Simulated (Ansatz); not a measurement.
**TlBi2: strain energy, fitted**

TlBi2, P6/mmm, a = 5.650 Å, c = 3.321 Å. The structure is a Materials Project entry; whether it is the stable form wasn't checked. Ansatz: PBEsol, PAW, 420 eV, Γ-centred 9×9×12 mesh on 3 atoms, Gaussian smearing 0.10 eV; no spin polarisation. Series: uniaxial strain along a, with b, c and atoms relaxed; x is the strain in per cent. y is the free energy over the unstrained cell, V0 = 30.609 Å³/atom.

```tsv
x (%)	y (meV/atom)
-3.0	?
-1.5	0.93
0.0	0.00
1.5	0.78
3.0	3.13
```

Question: Fit y = c2 x² + c3 x³ to the other rows, turn c2 into a modulus, and predict the missing energy.

Answer: Least squares on the rows shown. y = 0.3867 x² − 0.01326 x³. In eV per unit strain² c2 is 3.867; this is Young's modulus along the axis (E = ½ Y V0 ε²): 2 × 3.867 × 160.2 / (30.609) = 40 GPa. At x = -3.0 the fit asked for gives 3.84 meV/atom. The run gave 3.81 meV/atom, so the fit is 0.03 meV/atom too high, within twice the rms miss on the fitted rows (0.03 meV/atom). The form still works here, 33 % of the fitted range beyond its end.

Spin–orbit coupling is left out, which can shift energies with elements as heavy as these.